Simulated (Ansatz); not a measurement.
## Putting H into ScTlP₂S₇

Level of theory: DFT r2SCAN, scalar-relativistic, plane waves, PAW in Ansatz 0.2.0.

Plane waves to 500 eV, a k mesh through Γ of 4×4×4 on the computed 11-atom cell and Gaussian smearing (0.02 eV); no spin polarisation for the host; each changed cell takes a mesh and smearing chosen by its own gap and starts from the host's moments or customary ones, or runs without spin. Cells and atoms are relaxed to the nearest stationary point that keeps the symmetry of their start (forces under 0.02 to 0.04 eV/Å, stress under 0.1 to 0.2 GPa); energies are at zero smearing, without zero-point or thermal terms.

Relaxed host (gap on the mesh 2.32 eV):

```
CELL_PARAMETERS angstrom
4.36054 -4.97742 0.00552
4.36054 4.97742 0.00552
-1.02180 0.00000 6.34091
ATOMIC_POSITIONS crystal
Sc 0.44488 0.55512 0.00000
Tl 0.85411 0.14589 0.50000
P 0.29391 0.10546 0.08757
P 0.89454 0.70609 0.91243
S 0.30673 0.36191 0.29259
S 0.63809 0.69327 0.70741
S 0.82108 0.58283 0.17323
S 0.41717 0.17892 0.82677
S 0.96742 0.03258 0.00000
S 0.40245 0.88530 0.24300
S 0.11470 0.59755 0.75700
```

Cases: (1) 2 H in a 1×1×1 repeat of the cell, at (0.208 0.917 0.542), (0.083 0.792 0.458) in fractions of that repeat, 2.42 Å from the nearest atom of the relaxed host.

The table gives the energy per H taken from half an H2 molecule (negative: uptake is favourable), the swelling and the final surroundings.

```csv
case,formula,energy per H (eV),ΔV (%),principal strains (%),nearest host atoms of the first H,gap (eV)
1,ScTlP2H2S7,0.04,+4.5,+2.8 +1.4 +0.2,5 (STl) from 2.87 Å,2.08
```

Each ion keeps what symmetry its start has, so a lower place off a symmetric site can be missed, above all for H.

Relaxed structure of case 1:

```
Sc Tl P S H
1.0
     4.37558   -5.04786    0.02842
     4.37558    5.04786    0.02842
    -0.99224    0.00000    6.50863
Sc Tl P S H
1 1 2 7 2
Direct
  0.46576 0.53424 0.00000
  0.78775 0.21225 0.50000
  0.31280 0.08194 0.08449
  0.91806 0.68720 0.91551
  0.32789 0.33478 0.28626
  0.66522 0.67211 0.71374
  0.83567 0.56112 0.16809
  0.43888 0.16433 0.83191
  0.99108 0.00892 0.00000
  0.42912 0.86449 0.22936
  0.13551 0.57088 0.77064
  0.10716 0.96816 0.53495
  0.03184 0.89284 0.46505
```

Spin-orbit coupling is left out. In ScTlP2H2S7 a bond of the host changes by more than 0.6 Å or the volume by a third: the framework has rearranged or swollen or shrunk strongly, and the figure may no longer describe a topotactic step.

Cost: 2 runs of about 11 core-minutes in all, on Intel Xeon Platinum 8581C (Emerald Rapids) (shared hosts).